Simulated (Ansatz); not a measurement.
Al₂Au:
```
Al2Au
1.0
    0.00000     3.00497     3.00497
    3.00497     0.00000     3.00497
    3.00497     3.00497     0.00000
Al Au
2 1
Cartesian
  1.50248   1.50248   1.50248
  4.50745   4.50745   4.50745
  0.00000   0.00000   0.00000
```

Relaxed with r²SCAN. Special points in fractions of this cell's reciprocal vectors: Γ (0.000, 0.000, 0.000); X (0.500, 0.000, 0.500); U (0.625, 0.250, 0.625); K (0.375, 0.375, 0.750); L (0.500, 0.500, 0.500); W (0.500, 0.250, 0.750).

Problem. List the band energies nearest the Fermi level at these points for the program Ansatz at the r²SCAN level (PAW).

Solution. In eV from the Fermi level; about four levels below and three above (degenerate sets whole), none deeper than 8.9 eV; points with the same levels are listed once.

| k | below | above |
|---|---|---|
| Γ | -6.93 -6.93 -6.93 -5.93 -5.93 | 2.85 3.04 3.04 3.04 |
| X | -5.60 -5.30 -2.26 -2.26 | 1.55 2.37 7.97 |
| U | -5.82 -4.81 -3.55 -1.48 | 2.13 4.71 6.36 |
| L | -6.67 -6.67 -5.79 -5.79 -5.73 | 0.32 0.32 3.79 |
| W | -5.48 -4.20 -4.20 -2.29 | 4.47 4.47 5.59 |

Space group Fm-3m (fluorite or antifluorite type). The cell was relaxed with r²SCAN under the symmetry of its start. Spin–orbit coupling is left out wherever it is not named.

Potentials: the earlier of the program's two PAW sets.
